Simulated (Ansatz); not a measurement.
# Phases of TaSi at 430 GPa

Structure types of TaSi are relaxed in primitive cells with their symmetry kept at 430 GPa, on PAW files; LAPW relaxes the small cells further and takes the PAW cell for the others (marked *). The enthalpy is E + pV at zero temperature, without zero-point motion. Only the types listed were tried, and differences under about 5 meV/atom are mesh noise. The real phase may be another.

Computed with Ansatz 0.2.0; functional PBE, scalar-relativistic. Settings: Fermi–Dirac smearing of 0.1 eV, no spin polarisation. Methods: LAPW: all electrons, basis error target 0.5 meV/atom; PAW: frozen-core files, cutoff 420 eV.

k meshes: rocksalt 16×16×16, CsCl 16×16×16, zincblende 14×14×14, anti NiAs 12×12×7, NiAs 12×12×7.

Spin–orbit coupling is left out, which matters for the heavy atoms.

```tsv
start type	ends as	a, b, c (Å)	V (Å³/atom)	H − H(lowest), LAPW (meV/atom)
rocksalt	rocksalt, Fm-3m	4.060, 4.060, 4.060	8.37	?
CsCl	CsCl, Pm-3m	2.531, 2.531, 2.531	8.11	0.0
zincblende	zincblende, F-43m	4.211, 4.211, 4.211	9.33	8080.0
anti NiAs*	anti NiAs, P6_3/mmc	3.093, 3.093, 4.136	8.56	1632.0
NiAs*	distorted NiAs, P6_3/mmc	2.309, 2.309, 7.184	8.29	?
```

Task: Give the missing entry: row "NiAs*", column "H − H(lowest), LAPW (meV/atom)".

Result: 345.5.

Task: What belongs in the row "rocksalt", column "H − H(lowest), LAPW (meV/atom)"?

Result: 1409.6.
